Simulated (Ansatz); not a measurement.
A geometry of Nb away from equilibrium: the start of the relaxation of a relaxed Nb cell, doubled along one cell vector, shaken by Gaussian noise of σ = 0.08 Å a coordinate. Calculation: PBEsol (plane waves to 420 eV, PAW, scalar-relativistic; Ansatz, a quantum-chemistry and plane-wave program). Γ-centred k-mesh 13×7×3 on the run's cell (coarser than for final values), Fermi–Dirac smearing 0.05 eV.

```xyz
8
Lattice="2.8258 0.0000 0.0000 -2.8258 4.8944 0.0000 0.0000 0.0000 10.4230" Properties=species:S:1:pos:R:3 pbc="T T T"
Nb     0.1309     0.0392     0.0131
Nb    -1.3896     2.5524     0.1726
Nb    -0.0407     0.0487     5.2831
Nb    -1.6242     2.4621     5.1854
Nb    -0.0004     1.6887     2.5966
Nb    -1.4547     4.0911     2.5376
Nb     1.4282     0.8385     7.6865
Nb     0.1076     3.1380     7.7709
```

**Question.** Give the Cartesian forces on all atoms (eV/Å).

**Answer.** 
```tsv
atom	Fx	Fy	Fz
Nb1	-0.06	0.74	-0.95
Nb2	0.29	-0.68	-1.97
Nb3	-0.36	-0.43	-1.27
Nb4	0.14	0.44	-0.44
Nb5	-0.20	-0.66	0.85
Nb6	-0.01	0.60	1.34
Nb7	0.27	-0.92	1.53
Nb8	-0.07	0.91	0.91
```

**Question.** What is the pressure?

**Answer.** +2.2 GPa, compression positive.

**Question.** How far above the relaxed end point is this geometry?

**Answer.** 0.38 eV/atom; the path ends in Im-3m (No. 229) (bcc (W type)).

No spin polarisation in the result.

Of the parent cell (P6₃/mmc (No. 194)): it is a generated cell of Nb: the first start was made by placing the elements on the sites of a structure type, and the end was not matched to a known phase here, so it may be hypothetical. Known forms of Nb include space group No. 229.
